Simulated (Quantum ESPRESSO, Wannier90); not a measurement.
**HgSe (P3₂21), plane waves to Wannier functions**

Structure: Materials Project mp-1018722, symmetrised, not relaxed again. Not found in the COD (Crystallography Open Database) copy used, which has the formula in other groups; not checked further. Level: PBEsol, no spin polarisation, no spin-orbit coupling; pw.x of Quantum ESPRESSO at 69 Ry with PseudoDojo potentials, 4×4×4 k-points, Wannier90. Density: 12×12×4 mesh, cold smearing 0.01 Ry. The cell is built of weakly bound layers, chains or molecules, whose nearest atoms lie 3.28 Å apart. Database cells relaxed without dispersion often hold them too far apart, which can enlarge gaps and weakens couplings between them; spacing and stacking were not compared with the measured crystal. Spin-orbit coupling is left out although heavy elements are present.

```
begin unit_cell_cart
ang
    4.4216834770    0.0000000000    0.0000000000
   -2.2108417385    3.8292902185    0.0000000000
    0.0000000000    0.0000000000    9.9015996221
end unit_cell_cart
mp_grid = 4 4 4
```

Task: Which shells of neighbouring k-points and which b-vectors and weights does Wannier90 pick for this cell and mesh?

Result: 
```
 *---------------------------------- K-MESH ----------------------------------*
 +----------------------------------------------------------------------------+
 |                    Distance to Nearest-Neighbour Shells                    |
 |                    ------------------------------------                    |
 |          Shell             Distance (Ang^-1)          Multiplicity         |
 |          -----             -----------------          ------------         |
 |             1                   0.158641                      2            |
 |             2                   0.317281                      2            |
 |             3                   0.410206                      6            |
 |             4                   0.439813                     12            |
 |             5                   0.475922                      2            |
 |             6                   0.518590                     12            |
 |             7                   0.628308                     12            |
 |             8                   0.634563                      2            |
       ... (lines left out)
 +----------------------------------------------------------------------------+
 | The b-vectors are chosen automatically                                     |
 | The following shells are used:                       1,  3                 |
 +----------------------------------------------------------------------------+
 |                        Shell   # Nearest-Neighbours                        |
 |                        -----   --------------------                        |
 |                          1               2                                 |
 |                          2               6                                 |
 +----------------------------------------------------------------------------+
 | Completeness relation is fully satisfied [Eq. (B1), PRB 56, 12847 (1997)]  |
 +----------------------------------------------------------------------------+
 |                  b_k Vectors (Ang^-1) and Weights (Ang^2)                  |
 |                  ----------------------------------------                  |
 |            No.         b_k(x)      b_k(y)      b_k(z)        w_b           |
 |            ---        --------------------------------     --------        |
 |             1         0.000000    0.000000    0.158641    19.867397        |
 |             2         0.000000    0.000000   -0.158641    19.867397        |
 |             3         0.000000    0.410206    0.000000     1.980959        |
 |             4         0.355248    0.205103    0.000000     1.980959        |
 |             5         0.000000   -0.410206    0.000000     1.980959        |
 |             6         0.355248   -0.205103    0.000000     1.980959        |
 |             7        -0.355248   -0.205103    0.000000     1.980959        |
 |             8        -0.355248    0.205103    0.000000     1.980959        |
```
